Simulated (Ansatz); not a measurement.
BaMg$_{2}$As$_{2}$:
Space group P-3m1 (No. 164); a = b = 4.4845 Å, c = 7.7582 Å, α = β = 90.00°, γ = 120.00°

| atom | site | symmetry | x | y | z |
|---|---|---|---|---|---|
| Ba | 1a | -3m. | 0.0000 | 0.0000 | 0.0000 |
| Mg | 2d | 3m. | 0.6667 | 0.3333 | 0.3775 |
| As | 2d | 3m. | 0.3333 | 0.6667 | 0.2742 |

Relaxed with r²SCAN. DFT-r²SCAN in the program Ansatz with PAW potentials gives a gap of 1.44 eV.

What gap does HSE06 give on the same cell (Ansatz, PAW)?

1.67 eV, 0.23 eV more. The hybrid was solved on a coarser mesh and at special points; its gap is the smallest among all of these.

Cost on shared cores: the r²SCAN run (SCF on a 7×7×4 mesh, then bands and DOS) about 2.3 core-minutes (a rough figure), the HSE06 run (SCF on 4×4×2, then a few points) around 90 core-seconds (rough); the tasks are unlike.

The workflow started from a Materials Project entry (that database holds measured and hypothetical structures alike); the Crystallography Open Database copy checked does not list it. Whether it is the stable phase at ambient conditions was not checked. The r²SCAN relaxation kept the symmetry of its start; its stability against distortions is not shown here. Scalar-relativistic: spin–orbit coupling is off unless named, which matters more the heavier the elements.

Potentials: the later of the program's two PAW sets.
